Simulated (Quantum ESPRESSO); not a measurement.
# Al3Ag2CuOs2: one run as intended and one with a planted mistake

Computed values, not a measurement. The program is pw.x of Quantum ESPRESSO 7.5 (plane-wave density functional theory). The cell is made up: eight metal atoms on a hexagonal close-packed lattice, with elements, volume, strain and displacements drawn at random and not relaxed, so it may be unstable or far from any real phase. PseudoDojo standard norm-conserving files set the functional (PBE unless stated); there is no spin polarisation or spin-orbit coupling, the Fermi-Dirac width of 0.25 eV means electrons at about 2900 K, and the masses in the input are unused placeholders. The copper pseudopotential is less sure than most, with forces differing by about three percent and pressure by about two GPa from a second method on plain copper. Heavy elements are run without spin-orbit coupling, which real alloys of them have. A spin test at this wide smearing found no moment, but such smearing suppresses magnetism that the real alloy may have.

Intended input:

```
&control calculation='scf', pseudo_dir='./dojo.nc.sr.pbe.v0_5.standard.upf', outdir='./o', disk_io='minimal', tprnfor=.true., tstress=.true. /
&system ibrav=0, nat=8, ntyp=4, nbnd=61, ecutwfc=92.02030273, nosym=.true., tot_charge=0,
 occupations='smearing', smearing='fd', degauss=0.0183746611
/
&electrons conv_thr=1.470e-08, electron_maxstep=70, mixing_beta=0.5 /
ATOMIC_SPECIES
Ag 1.0 Ag.upf
Al 1.0 Al.upf
Cu 1.0 Cu.upf
Os 1.0 Os.upf
CELL_PARAMETERS angstrom
-2.8479 -0.0429 -0.0138
-0.0228 0.0205 -4.5879
-0.1487 -9.65 0.0429
ATOMIC_POSITIONS angstrom
Al -0.0062 -0.0187 -0.0265
Ag -0.1004 -4.7992 0.0112
Cu -0.1603 -3.0823 -2.254
Ag -0.2246 -8.0635 -2.2894
Os -1.4513 -2.4544 -0.068
Os -1.5988 -7.1659 -0.0591
Al -1.4555 -0.8551 -2.3353
Al -1.4973 -5.6289 -2.2681
K_POINTS automatic
8 5 3 1 1 1
```

The log is shortened where brackets say so; the opening notice, blank lines, dates and the lines on written files are dropped, and the path of the files is cut. It prints rydbergs, bohrs and kilobars, and counts compression as positive stress. Its total energy is the free energy E - TS of the whole cell.

Log of the intended run:

```
     Program PWSCF v.7.5
     Parallel version (MPI & OpenMP), running on       4 processor cores
     Number of MPI processes:                 4
     Threads/MPI process:                     1
     [start-up lines left out]
     bravais-lattice index     =            0
     lattice parameter (alat)  =       5.3824  a.u.
     unit-cell volume          =     850.6333 (a.u.)^3
     number of atoms/cell      =            8
     number of atomic types    =            4
     number of electrons       =        98.00
     number of Kohn-Sham states=           61
     kinetic-energy cutoff     =      92.0203  Ry
     charge density cutoff     =     368.0812  Ry
     scf convergence threshold =      1.5E-08
     mixing beta               =       0.5000
     number of iterations used =            8  plain     mixing
     Exchange-correlation= PBE
                           (   1   4   3   4   0   0   0)
     [axes and pseudopotential details left out]
   Cartesian axes
     site n.     atom                  positions (alat units)
         1        Al     tau(   1) = (  -0.0021768  -0.0065654  -0.0093039  )
         2        Ag     tau(   2) = (  -0.0352496  -1.6849606   0.0039322  )
         3        Cu     tau(   3) = (  -0.0562800  -1.0821708  -0.7913613  )
         4        Ag     tau(   4) = (  -0.0788553  -2.8310301  -0.8037900  )
         5        Os     tau(   5) = (  -0.5095398  -0.8617201  -0.0238743  )
         6        Os     tau(   6) = (  -0.5613258  -2.5158900  -0.0207495  )
         7        Al     tau(   7) = (  -0.5110144  -0.3002187  -0.8199051  )
         8        Al     tau(   8) = (  -0.5256900  -1.9762616  -0.7963117  )
     number of k points=    60  Fermi-Dirac smearing, width (Ry)=  0.0184
                       cart. coord. in units 2pi/alat
        k(    1) = (  -0.0614765  -0.0485210  -0.0619932), wk =   0.0333333
        k(    2) = (  -0.0644457   0.1482995  -0.0610990), wk =   0.0333333
     [further k points left out]
     Dense  grid:   101517 G-vectors     FFT dimensions: (  36,  54, 120)
     Estimated max dynamical RAM per process >     352.47 MB
     Estimated total dynamical RAM >       1.30 GB
     Initial potential from superposition of free atoms
     starting charge      97.9910, renormalised to      98.0000
     Starting wfcs are   62 randomized atomic wfcs
     total cpu time spent up to now is        4.6 secs
     per-process dynamical memory:   281.6 Mb
     Self-consistent Calculation
     iteration #  1     ecut=    92.02 Ry     beta= 0.50
     Davidson diagonalization with overlap
     ethr =  1.00E-02,  avg # of iterations =  5.5
     total cpu time spent up to now is       15.9 secs
     total energy              =   -1411.80585481 Ry
     estimated scf accuracy    <       9.17428518 Ry
     iteration #  2     ecut=    92.02 Ry     beta= 0.50
     Davidson diagonalization with overlap
     ethr =  9.36E-03,  avg # of iterations =  3.0
     total cpu time spent up to now is       26.7 secs
     total energy              =   -1409.83185657 Ry
     estimated scf accuracy    <     106.91990357 Ry
     [iterations 3 to 15 left out]
     iteration # 16     ecut=    92.02 Ry     beta= 0.50
     Davidson diagonalization with overlap
     ethr =  1.24E-09,  avg # of iterations =  1.0
     total cpu time spent up to now is      151.1 secs
     total energy              =   -1417.87161926 Ry
     estimated scf accuracy    <       0.00000005 Ry
     iteration # 17     ecut=    92.02 Ry     beta= 0.50
     Davidson diagonalization with overlap
     ethr =  5.42E-11,  avg # of iterations =  2.0
     total cpu time spent up to now is      159.5 secs
     End of self-consistent calculation
     [lines on levels left out]
!    total energy              =   -1417.87161926 Ry
     estimated scf accuracy    <          3.3E-09 Ry
     smearing contrib. (-TS)   =      -0.07538177 Ry
     internal energy E=F+TS    =   -1417.79623749 Ry
     The total energy is F=E-TS. E is the sum of the following terms:
     one-electron contribution =    -878.90038948 Ry
     hartree contribution      =     485.22847985 Ry
     xc contribution           =    -228.12754686 Ry
     ewald contribution        =    -795.99678101 Ry
     convergence has been achieved in  17 iterations
     Forces acting on atoms (cartesian axes, Ry/au):
     atom    1 type  2   force =    -0.00232950    0.00848720   -0.00105422
     atom    2 type  1   force =    -0.00069393    0.01563232    0.00726140
     atom    3 type  3   force =     0.01307074   -0.00752002   -0.01600857
     atom    4 type  1   force =     0.00930278   -0.01745276   -0.01475746
     atom    5 type  4   force =    -0.01874559    0.09428336    0.01432697
     atom    6 type  4   force =     0.00538487   -0.04258895    0.02069225
     atom    7 type  2   force =    -0.00203594   -0.04075911   -0.00182906
     atom    8 type  2   force =    -0.00395344   -0.01008204   -0.00863132
     Total force =     0.122663     Total SCF correction =     0.000399
     Computing stress (Cartesian axis) and pressure
          total   stress  (Ry/bohr**3)                   (kbar)     P=      -57.31
  -0.00027757  -0.00017375  -0.00006806          -40.83      -25.56      -10.01
  -0.00017375  -0.00050072   0.00005647          -25.56      -73.66        8.31
  -0.00006806   0.00005647  -0.00039040          -10.01        8.31      -57.43
     init_run     :      4.38s CPU      4.54s WALL (       1 calls)
     electrons    :    154.42s CPU    154.91s WALL (       1 calls)
     forces       :      1.82s CPU      1.83s WALL (       1 calls)
     stress       :      6.47s CPU      6.48s WALL (       1 calls)
     [timing details left out]
     PWSCF        :   2m47.17s CPU   2m47.88s WALL
     JOB DONE.
```

A second run has one planted mistake: the cell and the positions are scaled by a wrong factor. The input lines that differ:

```
- -2.8479 -0.0429 -0.0138
- -0.0228 0.0205 -4.5879
- -0.1487 -9.65 0.0429
+ -2.8778 -0.0434 -0.0139
+ -0.023 0.0207 -4.6361
+ -0.1503 -9.7513 0.0434
- Al -0.0062 -0.0187 -0.0265
- Ag -0.1004 -4.7992 0.0112
- Cu -0.1603 -3.0823 -2.254
- Ag -0.2246 -8.0635 -2.2894
- Os -1.4513 -2.4544 -0.068
- Os -1.5988 -7.1659 -0.0591
- Al -1.4555 -0.8551 -2.3353
- Al -1.4973 -5.6289 -2.2681
+ Al -0.0063 -0.0189 -0.0268
+ Ag -0.1015 -4.8496 0.0113
+ Cu -0.162 -3.1147 -2.2777
+ Ag -0.227 -8.1482 -2.3134
+ Os -1.4665 -2.4802 -0.0687
+ Os -1.6156 -7.2411 -0.0597
+ Al -1.4708 -0.8641 -2.3598
+ Al -1.513 -5.688 -2.2919
```

Its log:

```
     Program PWSCF v.7.5
     Parallel version (MPI & OpenMP), running on       4 processor cores
     Number of MPI processes:                 4
     Threads/MPI process:                     1
     [start-up lines left out]
     bravais-lattice index     =            0
     lattice parameter (alat)  =       5.4389  a.u.
     unit-cell volume          =     877.7124 (a.u.)^3
     number of atoms/cell      =            8
     number of atomic types    =            4
     number of electrons       =        98.00
     number of Kohn-Sham states=           61
     kinetic-energy cutoff     =      92.0203  Ry
     charge density cutoff     =     368.0812  Ry
     scf convergence threshold =      1.5E-08
     mixing beta               =       0.5000
     number of iterations used =            8  plain     mixing
     Exchange-correlation= PBE
                           (   1   4   3   4   0   0   0)
     [axes and pseudopotential details left out]
   Cartesian axes
     site n.     atom                  positions (alat units)
         1        Al     tau(   1) = (  -0.0021889  -0.0065667  -0.0093115  )
         2        Ag     tau(   2) = (  -0.0352656  -1.6849649   0.0039261  )
         3        Cu     tau(   3) = (  -0.0562859  -1.0821841  -0.7913734  )
         4        Ag     tau(   4) = (  -0.0788698  -2.8310440  -0.8037772  )
         5        Os     tau(   5) = (  -0.5095268  -0.8617309  -0.0238694  )
         6        Os     tau(   6) = (  -0.5613307  -2.5158775  -0.0207424  )
         7        Al     tau(   7) = (  -0.5110208  -0.3002264  -0.8198986  )
         8        Al     tau(   8) = (  -0.5256829  -1.9762621  -0.7963071  )
     number of k points=    60  Fermi-Dirac smearing, width (Ry)=  0.0184
                       cart. coord. in units 2pi/alat
        k(    1) = (  -0.0614767  -0.0485211  -0.0619932), wk =   0.0333333
        k(    2) = (  -0.0644492   0.1482998  -0.0610996), wk =   0.0333333
     [further k points left out]
     Dense  grid:   104751 G-vectors     FFT dimensions: (  36,  54, 120)
     Estimated max dynamical RAM per process >     362.69 MB
     Estimated total dynamical RAM >       1.34 GB
     Initial potential from superposition of free atoms
     starting charge      97.9910, renormalised to      98.0000
     Starting wfcs are   62 randomized atomic wfcs
     total cpu time spent up to now is        4.8 secs
     per-process dynamical memory:   289.4 Mb
     Self-consistent Calculation
     iteration #  1     ecut=    92.02 Ry     beta= 0.50
     Davidson diagonalization with overlap
     ethr =  1.00E-02,  avg # of iterations =  5.5
     total cpu time spent up to now is       16.2 secs
     total energy              =   -1411.48678884 Ry
     estimated scf accuracy    <       9.57427469 Ry
     iteration #  2     ecut=    92.02 Ry     beta= 0.50
     Davidson diagonalization with overlap
     ethr =  9.77E-03,  avg # of iterations =  3.0
     total cpu time spent up to now is       26.8 secs
     total energy              =   -1409.54708096 Ry
     estimated scf accuracy    <     112.94202379 Ry
     [iterations 3 to 15 left out]
     iteration # 16     ecut=    92.02 Ry     beta= 0.50
     Davidson diagonalization with overlap
     ethr =  1.78E-09,  avg # of iterations =  1.1
     total cpu time spent up to now is      152.0 secs
     total energy              =   -1417.85753482 Ry
     estimated scf accuracy    <       0.00000006 Ry
     iteration # 17     ecut=    92.02 Ry     beta= 0.50
     Davidson diagonalization with overlap
     ethr =  5.76E-11,  avg # of iterations =  2.0
     total cpu time spent up to now is      160.7 secs
     End of self-consistent calculation
     [lines on levels left out]
!    total energy              =   -1417.85753483 Ry
     estimated scf accuracy    <          6.8E-09 Ry
     smearing contrib. (-TS)   =      -0.07815260 Ry
     internal energy E=F+TS    =   -1417.77938223 Ry
     The total energy is F=E-TS. E is the sum of the following terms:
     one-electron contribution =    -891.90337597 Ry
     hartree contribution      =     489.81126420 Ry
     xc contribution           =    -227.96358441 Ry
     ewald contribution        =    -787.72368604 Ry
     convergence has been achieved in  17 iterations
     Forces acting on atoms (cartesian axes, Ry/au):
     atom    1 type  2   force =    -0.00200499    0.00760259   -0.00095272
     atom    2 type  1   force =    -0.00060517    0.01406335    0.00624405
     atom    3 type  3   force =     0.01101743   -0.00467409   -0.01297291
     atom    4 type  1   force =     0.00816811   -0.01455647   -0.01274120
     atom    5 type  4   force =    -0.01640164    0.08904179    0.01139281
     atom    6 type  4   force =     0.00524533   -0.03745136    0.01757495
     atom    7 type  2   force =    -0.00175884   -0.04097572   -0.00152357
     atom    8 type  2   force =    -0.00366024   -0.01305008   -0.00702140
     Total force =     0.114175     Total SCF correction =     0.000679
     Computing stress (Cartesian axis) and pressure
          total   stress  (Ry/bohr**3)                   (kbar)     P=      -94.44
  -0.00054324  -0.00015115  -0.00005976          -79.91      -22.23       -8.79
  -0.00015115  -0.00075073   0.00005150          -22.23     -110.44        7.58
  -0.00005976   0.00005150  -0.00063191           -8.79        7.58      -92.96
     init_run     :      4.49s CPU      4.63s WALL (       1 calls)
     electrons    :    155.56s CPU    155.97s WALL (       1 calls)
     forces       :      1.86s CPU      1.87s WALL (       1 calls)
     stress       :      6.48s CPU      6.60s WALL (       1 calls)
     [timing details left out]
     PWSCF        :   2m48.51s CPU   2m49.26s WALL
     JOB DONE.
```

```
                                            intended run  run with the mistake
                          free energy (eV)    -19291.126            -19290.935
         entropy term -TS, part of it (eV)        -1.026                -1.063
                            pressure (GPa)         -5.73                 -9.44
size of the largest force component (eV/Å)         2.424                 2.289
largest change of a force component (eV/Å)                               0.135
                                iterations            17                    17
```

For scale, a rerun of the intended cell at a higher cutoff and on a denser mesh moved values by no more than 0.005 eV in energy, 0.04 GPa in stress and 0.014 eV/Å in force, and a second program with other atomic files agreed on that cell to 2 % rms in force and 0.5 GPa in pressure.